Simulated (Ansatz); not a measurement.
SiW:
```yaml
crystal:
  lattice:
    - [3.13403, 0.00000, 0.00000]
    - [-1.56701, 2.71415, 0.00000]
    - [0.00000, 0.00000, 7.05470]
  atoms:
    - { symbol: W, position: [0.00000, 0.00000, 0.00000] }
    - { symbol: W, position: [0.00000, 0.00000, 0.50000] }
    - { symbol: Si, position: [0.33333, 0.66667, 0.25000] }
    - { symbol: Si, position: [0.66667, 0.33333, 0.75000] }
```

Relaxed with PBE. Special points in fractions of this cell's reciprocal vectors: Γ (0.000, 0.000, 0.000); M (0.500, 0.000, 0.000); K (0.333, 0.333, 0.000); A (0.000, 0.000, 0.500); L (0.500, 0.000, 0.500); H (0.333, 0.333, 0.500).

**Question.** List the band energies nearest the Fermi level at these points for PBE in the plane-wave PAW code Ansatz.

**Answer.** In eV from the Fermi level; about four levels below and three above (degenerate sets whole), none deeper than 8.9 eV; points with the same levels are listed once.

```tsv
k	below	above
Γ	-0.88 -0.88 -0.18 -0.01 -0.01	0.74 1.46 1.46
M	-3.31 -2.62 -2.15 -1.65	0.30 1.60 2.24
K	-3.50 -3.50 -2.00 -1.21 -1.21	1.67 1.77 1.77
A	-1.28 -1.28 -1.28 -1.28 -0.04 -0.04	0.57 0.57 0.57 0.57
L	-2.00 -2.00 -1.34 -1.34	2.69 2.69 3.25 3.25
H	-3.52 -3.52 -1.40 -1.40	2.82 2.82 3.28 3.28
```

Space group P6_3/mmc (NiAs type). A made-up cell: these elements were put on the sites of a structure type; neither database checked (COD, Materials Project) lists it. Whether it is the stable phase at ambient conditions was not checked. Symmetry was held in the PBE relaxation; whether a distortion lowers the energy is not shown. The run is not spin-polarised. Spin–orbit coupling is left out wherever it is not named.

Potentials: the later of the program's two PAW sets.
